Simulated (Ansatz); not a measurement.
One crystal and one scan (energy against volume) at two levels, PBE-D3(BJ) (plane waves to 420 eV, PAW, scalar-relativistic; Ansatz, an electronic-structure program) and r2SCAN+rVV10 (plane waves to 500 eV, PAW, scalar-relativistic; Ansatz), each from its own relaxed cell and on its own mesh. The cell shown is that of PBE-D3(BJ).

TiTe₂ (CdI2 type)

```
TiTe2
1.0
    3.69732     0.00000     0.00000
   -1.84866     3.20197     0.00000
    0.00000     0.00000     6.38398
Ti Te
1 2
Cartesian
  0.00000   0.00000   0.00000
  0.00000   2.13465   1.73072
  1.84866   1.06732   4.65326
```

This relaxed cell (volume V₀) is scaled evenly in all directions, its shape held. The atoms relax within the cell's symmetry.

The energy includes the smearing's −TS. Spin-orbit coupling is left out, though Te is heavy. TiTe2 is run without spin polarisation. TiTe2 was relaxed with its symmetry unable to fall. With the shape held, the modulus is that of even scaling; a crystal free to change shape is softer. Both scans cover V/V₀ from 0.840 to 1.160.

ΔE (meV/atom), each from the relaxed starting cell of its own level:

| V/V₀ | PBE-D3(BJ) | r2SCAN+rVV10 |
|---|---|---|
| 0.840 | 126 | 107 |
| 0.872 | 74 | 64 |
| 0.904 | 38 | withheld |
| 0.936 | 16 | 14 |
| 0.968 | 4 | 3 |
| 1.000 | 0 | 0 |
| 1.032 | 3 | 3 |
| 1.064 | 12 | 10 |
| 1.096 | 25 | 22 |
| 1.128 | 41 | 37 |
| 1.160 | 60 | 55 |

### Question
Estimate the r2SCAN+rVV10 value at 0.904 from the PBE-D3(BJ) value there and the ratio of the two levels in the two nearest given rows on that side of the minimum.

### Answer
At 0.872 and 0.840 the ratio r2SCAN+rVV10/PBE-D3(BJ) averages 0.857, which gives 0.857 × 38 = 33 meV/atom. The calculation gives 33 meV/atom, -13.2 % against PBE-D3(BJ).

(A scan under strain: stresses follow from slopes of the energy per volume, elastic moduli from its curvatures.)
